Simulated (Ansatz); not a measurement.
SiGe:
```
SiGe
1.0
    3.91984     0.00000     0.00000
    0.00000     3.92570     0.00000
    0.00000     0.00000     5.53416
Si Ge
2 2
Direct
  0.75000   0.00000   0.88023
  0.25000   0.00000   0.11977
  0.25000   0.50000   0.36916
  0.75000   0.50000   0.63084
```

Relaxed with PBEsol. Special points in fractions of this cell's reciprocal vectors: Γ (0.000, 0.000, 0.000); X (0.500, 0.000, 0.000); S (0.500, 0.500, 0.000); Y (0.000, 0.500, 0.000); Z (0.000, 0.000, 0.500); U (0.500, 0.000, 0.500); R (0.500, 0.500, 0.500); T (0.000, 0.500, 0.500).

Task: List the band energies nearest the valence-band maximum at these points for plane-wave PAW PBEsol (Ansatz code).

Result: In eV from the valence-band maximum; about four levels below and three above (degenerate sets whole), none deeper than 8.9 eV; points with the same levels are listed once.

```tsv
k	below	above
Γ	-3.07 -3.06 -0.14 -0.06 0.00	0.48 0.69 1.62
X	-3.88 -3.88 -1.50 -1.50	2.13 2.13 4.56 4.56
S	-3.08 -3.08 -2.96 -2.96	0.29 0.29 0.92 0.92
Y	-3.98 -3.81 -1.76 -1.21	1.80 2.49 4.51
Z	-2.29 -2.08 -2.02 -1.77	0.65 1.16 2.85
U	-1.38 -1.38 -1.34 -1.34	0.74 0.74 3.40 3.40
R	-4.01 -4.01 -3.93 -3.93	4.17 4.17 4.41 4.41
T	-1.69 -1.39 -1.31 -1.02	0.30 1.20 3.06
```

Space group Pmma. The start of the workflow was typed in or built on a structure type; neither database checked (COD, Materials Project) lists it. Whether it is the stable phase at ambient conditions was not checked. Symmetry was held in the PBEsol relaxation; of distortions, only those at the zone centre were tested. Scalar-relativistic: spin–orbit coupling is off unless named, which matters more the heavier the elements.

Potentials: the later of the program's two PAW sets.
